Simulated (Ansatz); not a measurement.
Rb2S:
```yaml
crystal:
  lattice:
    - [5.53606, 0.00000, 0.00000]
    - [-2.76803, 4.79437, 0.00000]
    - [0.00000, 0.00000, 7.39574]
  atoms:
    - { symbol: S, position: [0.33333, 0.66667, 0.25000] }
    - { symbol: S, position: [0.66667, 0.33333, 0.75000] }
    - { symbol: Rb, position: [0.00000, 0.00000, 0.00000] }
    - { symbol: Rb, position: [0.00000, 0.00000, 0.50000] }
    - { symbol: Rb, position: [0.66667, 0.33333, 0.25000] }
    - { symbol: Rb, position: [0.33333, 0.66667, 0.75000] }
```

Relaxed with r²SCAN.

Question: Map the electron localisation function on the plane through (0.333, 0.667, 0.250) spanned by u = [0, 0, 1] and v = [1, -1, 0] in lattice vectors, from DFT-r²SCAN in the program Ansatz with PAW potentials.

Answer: x is the fraction of u, y of v (the angle between them is 90°; rows are the nearest grid lines); atoms in the plane: S at (0.00, 0.00), S at (0.50, 0.33), Rb at (0.75, 0.67), Rb at (0.25, 0.67), Rb at (0.00, 0.33), Rb at (0.50, 0.00).
```
|00489998510048998300389984001589998400|
|67899987510027999988999972001578999876|
|99999987410015899999999851001478999999|
|99988642000000146777764100000024688999|
|66521000001000000000000000010000012566|
|00001368899886300000000368899886310000|
|00014799999998730000003789999999741000|
|00168998634799974000047999743689986100|
|00269997201599984000048999510279996200|
|00037999999999851000015899999999973000|
|00014789999997410000001479999998741000|
|00000012333200001344310000233321000000|
|44310000000013578888887531000000001344|
|99998510002578999999999987520001589999|
|99999740002689999999999998620004799999|
|01699961003789997200279998730016999610|
|35899961003689998522589998630016999853|
|99998520002578999999999987520002589999|
|87753100001467889999998876410000135778|
|00000000000011112222221111000000000000|
|88877653100000012344321000000135677888|
|99999987410014899999999841001478999999|
|67899987510027999877899972001578999876|
|00489998510048998300389984001589998400|
```
Scale: ten equal steps from 0.003 (start of '0') to 0.886 (end of '9'), in the order '0123456789'; x runs from 0.000 to 1.00, y from 0.000 (bottom) to 1.00 (top).

The density is the valence pseudo-density with augmentation charge, so density and ELF within about 1 Å of a nucleus are not all-electron values.

Space group P6_3/mmc. The workflow started from an entry of the Crystallography Open Database (COD), which files this formula under 2 space groups. Its standing as an ambient phase is unchecked. The cell was relaxed with r²SCAN under the symmetry of its start; its stability against distortions is not shown here. The volume moved by -29 % from the start of the relaxation. The volume fell by over 15 % from the filed cell, which may lack light atoms or belong to other conditions.

Potentials: the later of the program's two PAW sets.
